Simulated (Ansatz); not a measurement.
# Is this CdHg₃Se₄ structure a true minimum?

The cell was found from a structure generator's guess, not taken from experiment.

These are results of Ansatz, DFT PBE, scalar-relativistic, plane waves, PAW, not measurements. Settings: cutoff 420 eV, Γ-centred mesh 8×6×6 on the computed 8-atom cell, Gaussian smearing of 0.10 eV; no spin polarisation.

The cell below (8 atoms, space group Amm2 (No. 38)) is relaxed within its symmetry.

```
Cd Hg Se
1.0
     4.42098    0.00000    0.00000
     0.00000    4.41643    6.23479
     0.00000   -4.41643    6.23479
Cd Hg Se
1 3 4
Direct
  0.50000 0.49939 0.49939
  0.00000 0.49965 0.00029
  0.00000 0.00029 0.49965
  0.50000 0.00042 0.00042
  0.00000 0.87524 0.87524
  0.00000 0.37646 0.37646
  0.50000 0.37581 0.87274
  0.50000 0.87274 0.37581
```

For the test it was strained at random (σ = 1.5 % a component), the atoms were moved at random (σ = 0.10 Å), and all was relaxed again on a coarse 6×4×4 mesh (in the run’s order of axes) with 0.20 eV smearing, with no symmetry imposed.

These runs have no spin–orbit coupling, which can matter for Hg.

Task: Does it come back?

Result: It returns, within 1 meV/atom of the unmoved cell on that mesh and with the same symmetry when read at 0.1 Å (P1 at 0.01 Å, so small strains and shifts remain). So it is stable against the distortions that fit this cell and that this random move excites. Modes that don't fit the cell aren't tested.
